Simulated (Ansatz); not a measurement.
The relaxed structure here is a generated cell of Cu: the first start was made by placing the elements on the sites of a structure type, and the end was not matched to a known phase here, so it may be hypothetical. Known forms of Cu include space group No. 225.

A relaxed structure of Cu. Computed with PBEsol (plane waves to 420 eV, PAW, scalar-relativistic; Ansatz, a program for electronic structure).

```cif
data_Cu
_chemical_formula_sum 'Cu1'
_space_group_name_H-M_alt 'P 1'
_space_group_IT_number 1
_cell_length_a 2.45286
_cell_length_b 2.45286
_cell_length_c 2.45286
_cell_angle_alpha 109.471
_cell_angle_beta 109.471
_cell_angle_gamma 109.471
loop_
_space_group_symop_operation_xyz
  'x, y, z'
loop_
_atom_site_label
_atom_site_type_symbol
_atom_site_fract_x
_atom_site_fract_y
_atom_site_fract_z
_atom_site_occupancy
Cu1 Cu 0.00000 0.00000 0.00000 1
```

Question: Find the space group and the Wyckoff positions (tolerance 0.01 Å).

Answer: Space group Im-3m (No. 229); a = 2.8323 Å, b = 2.8323 Å, c = 2.8323 Å, α = 90.00°, β = 90.00°, γ = 90.00°

| atom | site | symmetry | x | y | z |
|---|---|---|---|---|---|
| Cu | 2a | m-3m | 0.0000 | 0.0000 | 0.0000 |

This is the bcc (W type).

Question: Give the shortest distances between elements (the closest pairs, up to four, under 3.6 Å).

Answer: Cu–Cu 2.45 Å.

```yaml
volume_per_atom: 11.36 Å³
density: 9.29 g/cm³
band_gap: no gap (metallic)
```

No spin polarisation in the result.

The run could not lose the symmetry of its start, so the end can be a saddle point.
